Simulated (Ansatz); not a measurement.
Relaxed (110) slab cut from TiN (space group Fm-3m (No. 225)); the slab's formula is TiN, its outer planes TiN (top) and TiN (bottom):

```
CELL_PARAMETERS angstrom
2.97263 0.00000 0.00000
0.00000 4.20393 0.00000
0.00000 0.00000 25.40421
ATOMIC_POSITIONS crystal
Ti 0.50000 0.50000 0.30238
N 0.50000 0.00000 0.29647
Ti 0.00000 0.00000 0.35014
N 0.00000 0.50000 0.35305
Ti 0.50000 0.50000 0.41268
N 0.50000 0.00000 0.41275
Ti 0.00000 0.00000 0.47099
N 0.00000 0.50000 0.47085
Ti 0.50000 0.50000 0.52901
N 0.50000 0.00000 0.52915
Ti 0.00000 0.00000 0.58732
N 0.00000 0.50000 0.58725
Ti 0.50000 0.50000 0.64986
N 0.50000 0.00000 0.64695
Ti 0.00000 0.00000 0.69762
N 0.00000 0.50000 0.70353
```

Computed with Ansatz 0.2.0, DFT PBEsol, scalar-relativistic, plane waves, PAW. Settings: cutoff 420 eV, Γ-centred mesh 12×8×1 on the computed 16-atom cell, Gaussian smearing of 0.10 eV; no spin polarisation. A dipole correction removes the field between periodic images along c.

The potential is the smooth part; its values at the atoms depend on the PAW datasets.

Q: How does the plane-averaged electrostatic potential energy of an electron run along c, counted from the Fermi level?

A: z (Å), V (eV) and a bar:
```
     2.54       3.22 ##############################
     2.82       3.22 ##############################
     3.10       3.22 ##############################
     3.39       3.22 ##############################
     3.67       3.22 ##############################
     3.95       3.22 ##############################
     4.23       3.22 ##############################
     4.52       3.21 ##############################
     4.80       3.20 ##############################
     5.08       3.18 ##############################
     5.36       3.13 ##############################
     5.65       3.05 ##############################
     5.93       2.86 #############################
     6.21       2.48 #############################
     6.49       1.65 ###########################
     6.77      -0.30 ########################
     7.06      -5.24 ###############
     7.34     -10.72 #####
     7.62     -12.96 #
     7.90     -11.54 ####
     8.19      -9.88 #######
     8.47     -10.99 #####
     8.75     -13.43 #
     9.03     -13.76
     9.31     -10.48 ######
     9.60      -6.53 #############
     9.88      -6.97 ############
    10.16     -11.03 #####
    10.44     -13.59
    10.73     -12.30 ###
    11.01      -8.61 #########
    11.29      -7.35 ###########
    11.57     -10.49 ######
    11.86     -13.61
    12.14     -13.16 #
    12.42      -9.63 #######
    12.70      -7.36 ###########
    12.98      -9.63 #######
    13.27     -13.16 #
    13.55     -13.61
    13.83     -10.49 ######
    14.11      -7.35 ###########
    14.40      -8.61 #########
    14.68     -12.30 ###
    14.96     -13.59
    15.24     -11.03 #####
    15.52      -6.97 ############
    15.81      -6.53 #############
    16.09     -10.48 ######
    16.37     -13.76
    16.65     -13.43 #
    16.94     -10.99 #####
    17.22      -9.88 #######
    17.50     -11.54 ####
    17.78     -12.96 #
    18.07     -10.72 #####
    18.35      -5.24 ###############
    18.63      -0.30 ########################
    18.91       1.65 ###########################
    19.19       2.48 #############################
    19.48       2.86 #############################
    19.76       3.05 ##############################
    20.04       3.13 ##############################
    20.32       3.18 ##############################
    20.61       3.20 ##############################
    20.89       3.21 ##############################
    21.17       3.22 ##############################
    21.45       3.22 ##############################
    21.73       3.22 ##############################
    22.02       3.22 ##############################
    22.30       3.22 ##############################
    22.58       3.22 ##############################
    22.86       3.22 ##############################
```

The vacuum level lies 3.22 eV above the Fermi level.

Cost: 1 run of about 13 core-minutes, on Arm Neoverse V2 (shared hosts).